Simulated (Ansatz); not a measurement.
According to PBE (plane waves, PAW; program Ansatz), ZrTa in the orthorhombic phase (Pmma; Ta on 2e, Zr on 2f) relaxes to a = 4.693 Å, b = 3.558 Å, c = 4.960 Å. Its formation energy from the elements is 0.15 eV/atom, with no fitted shifts.

Electronic character: metallic (no gap).

An equation-of-state fit gives a bulk modulus of 119 GPa.

The start of the workflow was typed in or built on a structure type; neither database checked (COD, Materials Project) lists it. Whether it is the stable phase at ambient conditions was not checked. The PBE relaxation kept the symmetry of its start; its stability against distortions is not shown here. No spin polarisation was allowed. Axis ratios of metals converge slowly with the k-mesh, so a and c are less sure than the volume. The references are the lowest solids computed at this level, not always the standard phases. Spin–orbit coupling is left out wherever it is not named.

Potentials: the earlier of the program's two PAW sets.
